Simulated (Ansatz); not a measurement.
## Two Ansatz runs on Sr₂Rh

Structure from Materials Project entry mp-1063245 (possibly hypothetical), not relaxed further. The listed cell was then made from it by scaling, straining or moving an atom.

First run: DFT, LDA, PAW with Ansatz's default frozen-core files, scalar-relativistic (Ansatz 0.2.0).

Command: `ansatz run input.yaml --threads 1 --pin off --max-ram 4096MiB --backend cpu --events-out ev --progress --plain --runs-dir out` The run took 20 s on 1 thread of Intel(R) Xeon(R) Processor @ 2.50GHz (Skylake/Cascade Lake), on a shared host, peak memory 0.46 GiB.

```yaml
crystal:
  lattice:
    - [0.0, 3.614074254, 3.614074254]
    - [3.614074254, 0.0, 3.614074254]
    - [3.614074254, 3.614074254, 0.0]
  atoms:
    - { symbol: Sr, position: [0.75, 0.75, 0.75] }
    - { symbol: Sr, position: [0.25, 0.25, 0.25] }
    - { symbol: Rh, position: [0.0, 0.0, 0.0] }
kpoints:
  mp_grid: { grid: [10, 10, 10] }
scf:
  occupations: { method: fermi_dirac, width: 0.05 }
hamiltonian:
  xc: lda
  pseudopotentials: { kind: paw }
output:
  forces: true
  stress: true
  eigenvalues: true
  efg: { contact_densities: true }
  write_density: true
  write_potential: true
  elf: true
  volumetric_format: npy
```

Result: converged; pressure -2.23 GPa; 8 SCF iterations.

Spin polarisation is left out, and whether a magnetic state lies lower isn't shown here.

A second input differs as follows:

```diff
@@ -12,4 +12,6 @@
 scf:
   occupations: { method: fermi_dirac, width: 0.05 }
+  NELM: 0.3
+  max_iter: 80
 hamiltonian:
   xc: lda
@@ -20,7 +22,3 @@
   eigenvalues: true
   efg: { contact_densities: true }
-  write_density: true
-  write_potential: true
-  elf: true
-  volumetric_format: npy
```

Problem. What is wrong with it, and what does the program do?

Solution. The fault is a keyword of another program. The run refused before any iteration. The log ends:
```
13 |   occupations: { method: fermi_dirac, width: 0.05 }
14 |   NELM: 0.3
   |   ^ unknown field `NELM`, expected one of max_iter, algorithm, n_extra_bands, self_checks, convergence, lower_state_search, omitted_lower_state_checks, lower_solution_reach, mixing, occupations, eigensolver, initial_density, exx
15 |   max_iter: 80
16 | hamiltonian:
   |
```
